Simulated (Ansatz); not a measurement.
# One input, then a changed one: Y3Ge (L12 type)

First run: DFT, r2SCAN, PAW with Ansatz's default frozen-core files, scalar-relativistic (Ansatz 0.2.0).

Command: `ansatz run input.yaml --threads 1 --pin off --max-ram 3072MiB --backend cpu --events-out ev --progress --plain --runs-dir out` It took 38 s on 1 thread of Arm Neoverse V1 (shared host), peak memory 0.63 GiB.

```yaml
crystal:
  lattice:
    - [4.6854712665, 0.0, 0.0]
    - [0.0, 4.6854712665, 0.0]
    - [0.0, 0.0, 4.6854712665]
  atoms:
    - { symbol: Ge, position: [0.0, 0.0, 0.0] }
    - { symbol: "Y", position: [0.0, 0.5, 0.5] }
    - { symbol: "Y", position: [0.5, 0.0, 0.5] }
    - { symbol: "Y", position: [0.5, 0.5, 0.0] }
kpoints:
  mp_grid: { grid: [8, 8, 8] }
scf:
  occupations: { method: fermi_dirac, width: 0.05 }
hamiltonian:
  xc: r2scan
  pseudopotentials: { kind: paw }
output:
  forces: true
  stress: true
  eigenvalues: true
  efg: { contact_densities: true }
  populations: true
  bader: true
  dos: { projected: true, de: 0.2, e_range: [-14, 8] }
  write_density: true
  write_potential: true
  elf: true
  volumetric_format: npy
```

The cell comes from a relaxation on PAW files under the same functional, begun from a prototype that needn't be the stable phase.

It converges in 8 SCF iterations at a pressure of -0.03 GPa, cutoff 500 eV.

A second input differs as follows:

```diff
 kpoints:
-  mp_grid: { grid: [8, 8, 8] }
+  mp_grid: { grid: [1, 1, 1] }
 scf:
   occupations: { method: fermi_dirac, width: 0.05 }
+  max_iter: 100
 hamiltonian:
   populations: true
-  bader: true
-  dos: { projected: true, de: 0.2, e_range: [-14, 8] }
-  write_density: true
-  write_potential: true
-  elf: true
-  volumetric_format: npy
```

Task: What is wrong with it, and what does the program do?

Result: The change was made to test one k-point for a small cell. The run converges in 16 SCF iterations at a pressure of -4.83 GPa, cutoff 500 eV, free energy +0.77 eV/atom against the first run's. Compare each number with the sound run's before taking it for a property of the system. The log ends:
```
            electrostatic potential = -5716.004784 V   contact ρ = 443571.548961 e/Å³
--- Band table (eV) ---
  k-point 0: bands = ["-32.7706", "-32.5874", "-32.5874", "-13.8643", "-13.8643", "-13.8643", "-13.8538", "-13.8538", "-12.5511", "-12.5511", "-12.5511", "-11.8946", "-11.8946", "-11.8946", "-11.7345", "-11.7345", "-11.7345", "1.9558", "7.5199", "10.1118", "10.1118", "10.6961", "10.6961", "10.6961", "10.7560", "10.7560", "10.7560", "13.2121", "14.9082"]
--- Löwdin populations: 4 sites ---
  site symbol       q [e]
     0     Ge     14.3311
     1      Y     10.8358
     2      Y     10.8358
     3      Y     10.8358
  spilling = 0.003439 (of n_electrons = 47.000000)
```
